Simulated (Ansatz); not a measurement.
Sc3Al:
```
Sc3Al
1.0
    4.42610     0.00000     0.00000
    0.00000     4.42610     0.00000
    0.00000     0.00000     4.42610
Sc Al
3 1
Direct
  0.50000   0.00000   0.50000
  0.00000   0.50000   0.50000
  0.50000   0.50000   0.00000
  0.00000   0.00000   0.00000
```

Relaxed with r²SCAN. Special points in fractions of this cell's reciprocal vectors: Γ (0.000, 0.000, 0.000); X (0.000, 0.500, 0.000); M (0.500, 0.500, 0.000); R (0.500, 0.500, 0.500).

### Question
List the band energies nearest the Fermi level at these points for r²SCAN in the plane-wave PAW code Ansatz.

### Answer
In eV from the Fermi level; about four levels below and three above (degenerate sets whole), none deeper than 8.9 eV; points with the same levels are listed once.

```
k                                below                above
-  -----------------------------------  -------------------
Γ        -1.06 -1.06 -0.42 -0.42 -0.42       0.47 0.47 0.47
X              -4.39 -1.50 -0.94 -0.94  0.15 0.16 0.86 0.86
M              -3.09 -3.09 -1.79 -1.07       0.21 0.54 0.54
R  -1.55 -1.55 -1.55 -1.44 -1.44 -1.44  0.16 1.59 1.59 1.59
```

Space group Pm-3m (Cu3Au type). The first step of the workflow began from a Materials Project structure, measured or hypothetical; the Crystallography Open Database copy checked does not list it. Its standing as an ambient phase is unchecked. The cell was relaxed with r²SCAN under the symmetry of its start; its stability against distortions is not shown here. No spin polarisation was allowed.

Potentials: the later of the program's two PAW sets.
